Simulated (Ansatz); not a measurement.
**Is this Al4NiPd3 structure a true minimum?**

It was reached by relaxing an invented guess, and it needn't be the stable form of this composition.

Method: Ansatz 0.2.0, DFT PBE, scalar-relativistic, plane waves, PAW. Cutoff 420 eV; k points 10×10×10 on the computed 8-atom cell (Γ-centred); Gaussian smearing, width 0.10 eV; no spin polarisation.

The cell below (8 atoms, space group Im-3m (No. 229)) is relaxed within its symmetry.

```xyz
8
Lattice="-3.0373 3.0373 3.0373 3.0373 -3.0373 3.0373 3.0373 3.0373 -3.0373" Properties=species:S:1:pos:R:3 pbc="T T T"
Al    1.5187    1.5187    1.5187
Al    1.5187   -1.5187    1.5187
Al   -1.5187    1.5187    1.5187
Al    1.5187    1.5187   -1.5187
Ni    0.0000    0.0000    0.0000
Pd    0.0000    3.0373    0.0000
Pd    3.0373    0.0000    0.0000
Pd    0.0000    0.0000    3.0373
```

For the test it was strained at random (σ = 1.5 % a component), the atoms were moved at random (σ = 0.05 Å), and all was relaxed again on a coarse 6×6×6 mesh (in the run’s order of axes) with 0.20 eV smearing, with no symmetry imposed.

Trial moments died out on the coarse mesh, so the last step has no spin; another magnetic start might hold.

**Question.** Does it come back?

**Answer.** It returns, within 1 meV/atom of the unmoved cell on that mesh and with the same symmetry when read at 0.1 Å. So it is stable against the distortions that fit this cell and that this random move excites. Modes that don't fit the cell aren't tested.
